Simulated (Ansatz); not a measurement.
A geometry of ZnCu away from equilibrium: the start of the relaxation of a relaxed ZnCu cell with every coordinate shifted by Gaussian noise of σ = 0.3 Å. All values below come from PBE (plane waves to 420 eV, PAW, scalar-relativistic; Ansatz, a quantum-chemistry and plane-wave program). Γ-centred k-mesh 11×11×11 on the run's cell (coarser than for final values), Fermi–Dirac smearing 0.05 eV.

```xyz
2
Lattice="2.9638 0.0000 0.0000 0.0000 2.9638 0.0000 0.0000 0.0000 2.9638" Properties=species:S:1:pos:R:3 pbc="T T T"
Zn     1.5270     1.6000     1.3650
Cu     0.0044    -0.0117     0.0272
```

Q: Give the Cartesian forces on all atoms (eV/Å).

A: 
```
atom     Fx     Fy     Fz
----  -----  -----  -----
Zn1   -0.21  -0.63   0.69
Cu2    0.21   0.63  -0.69
```

Q: What is the pressure?

A: +2.0 GPa, compression positive.

Q: How far above the relaxed end point is this geometry?

A: 0.05 eV/atom; the path ends in Pm-3m (No. 221) (CsCl type).

No spin polarisation in the result.
